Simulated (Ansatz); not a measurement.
ZnCu₂GeS₄:
```cif
data_Cu2GeS4Zn
_chemical_formula_sum 'Cu2 Zn1 Ge1 S4'
_space_group_name_H-M_alt 'P 1'
_space_group_IT_number 1
_cell_length_a 6.53623
_cell_length_b 6.53623
_cell_length_c 6.53623
_cell_angle_alpha 131.590
_cell_angle_beta 131.590
_cell_angle_gamma 70.877
loop_
_space_group_symop_operation_xyz
  'x, y, z'
loop_
_atom_site_label
_atom_site_type_symbol
_atom_site_fract_x
_atom_site_fract_y
_atom_site_fract_z
_atom_site_occupancy
Cu1 Cu 0.00000 0.00000 0.00000 1
Cu2 Cu 0.75000 0.25000 0.50000 1
Zn1 Zn 0.25000 0.75000 0.50000 1
Ge1 Ge 0.50000 0.50000 0.00000 1
S1 S 0.62881 0.61987 0.49517 1
S2 S 0.12470 0.13364 0.50483 1
S3 S 0.38013 0.87530 0.00893 1
S4 S 0.86636 0.37119 0.99107 1
```

Relaxed with PBE.

Q: Which orbitals make up the states near the band edges in PBE in the plane-wave PAW code Ansatz?

A: Top 1 eV of the valence band: Cu 3d 57 %, S 3p 36 %. Bottom 1 eV of the conduction band: S 3p 50 %, Ge 4s 26 %, Cu 3d 7 %, S 3s 5 %, outside the projected shells 6 %. Projections are on Löwdin-orthogonalised atomic valence shells; empty p or d shells of many metals are not among them.

Q: Tabulate the density of states.

A: States/eV per cell of 8 atoms, in 0.25 eV bins, energy from the valence-band maximum.

| E (eV) | total | S 3p | Cu 3d | Zn 3d |
|---|---|---|---|---|
| -7.85 | 0.00 | 0.00 | 0.00 | 0.00 |
| -7.60 | 0.00 | 0.00 | 0.00 | 0.00 |
| -7.35 | 0.00 | 0.00 | 0.00 | 0.00 |
| -7.10 | 29.92 | 2.23 | 0.08 | 26.91 |
| -6.85 | 10.07 | 0.42 | 0.03 | 9.34 |
| -6.60 | 0.00 | 0.00 | 0.00 | 0.00 |
| -6.35 | 0.86 | 0.52 | 0.01 | 0.04 |
| -6.10 | 2.14 | 1.30 | 0.06 | 0.09 |
| -5.85 | 6.54 | 4.06 | 0.28 | 0.19 |
| -5.60 | 2.83 | 1.84 | 0.10 | 0.11 |
| -5.35 | 4.63 | 3.02 | 0.26 | 0.20 |
| -5.10 | 5.60 | 3.64 | 0.38 | 0.23 |
| -4.85 | 5.19 | 3.37 | 0.47 | 0.16 |
| -4.60 | 6.30 | 4.14 | 0.69 | 0.18 |
| -4.35 | 5.20 | 3.65 | 0.71 | 0.11 |
| -4.10 | 7.42 | 5.23 | 1.25 | 0.12 |
| -3.85 | 10.00 | 6.60 | 2.70 | 0.10 |
| -3.60 | 7.37 | 4.62 | 2.49 | 0.07 |
| -3.35 | 12.00 | 7.44 | 3.60 | 0.50 |
| -3.10 | 11.79 | 7.27 | 3.51 | 0.53 |
| -2.85 | 0.13 | 0.08 | 0.04 | 0.01 |
| -2.60 | 0.00 | 0.00 | 0.00 | 0.00 |
| -2.35 | 0.21 | 0.01 | 0.18 | 0.00 |
| -2.10 | 5.43 | 0.15 | 5.02 | 0.00 |
| -1.85 | 24.46 | 0.92 | 22.65 | 0.04 |
| -1.60 | 8.61 | 0.97 | 7.08 | 0.02 |
| -1.35 | 10.80 | 2.01 | 8.02 | 0.04 |
| -1.10 | 9.13 | 2.25 | 6.19 | 0.03 |
| -0.85 | 7.78 | 2.34 | 4.83 | 0.02 |
| -0.60 | 6.65 | 2.50 | 3.67 | 0.03 |
| -0.35 | 6.00 | 2.60 | 3.06 | 0.03 |
| -0.10 | 0.92 | 0.45 | 0.43 | 0.01 |
| 0.15 | 0.00 | 0.00 | 0.00 | 0.00 |
| 0.40 | 0.00 | 0.00 | 0.00 | 0.00 |
| 0.65 | 0.02 | 0.01 | 0.00 | 0.00 |
| 0.90 | 0.59 | 0.28 | 0.05 | 0.00 |
| 1.15 | 2.36 | 1.16 | 0.17 | 0.00 |
| 1.40 | 3.63 | 1.90 | 0.26 | 0.01 |
| 1.65 | 1.40 | 0.77 | 0.08 | 0.00 |
| 1.90 | 0.00 | 0.00 | 0.00 | 0.00 |
| 2.15 | 0.21 | 0.03 | 0.01 | 0.00 |
| 2.40 | 1.20 | 0.16 | 0.03 | 0.00 |
| 2.65 | 3.32 | 0.51 | 0.07 | 0.00 |
| 2.90 | 5.34 | 0.95 | 0.10 | 0.00 |
| 3.15 | 6.14 | 1.12 | 0.10 | 0.01 |
| 3.40 | 3.67 | 0.71 | 0.06 | 0.00 |
| 3.65 | 3.95 | 0.83 | 0.05 | 0.00 |
| 3.90 | 3.52 | 0.79 | 0.05 | 0.00 |
| 4.15 | 3.99 | 0.91 | 0.04 | 0.00 |
| 4.40 | 2.66 | 0.52 | 0.02 | 0.00 |
| 4.65 | 3.32 | 0.48 | 0.02 | 0.00 |
| 4.90 | 4.95 | 0.69 | 0.03 | 0.00 |
| 5.15 | 5.83 | 0.70 | 0.03 | 0.00 |

Space group I-4. Symmetry was held in the PBE relaxation. No spin polarisation was allowed. Spin–orbit coupling is left out wherever it is not named.

Potentials: the later of the program's two PAW sets.
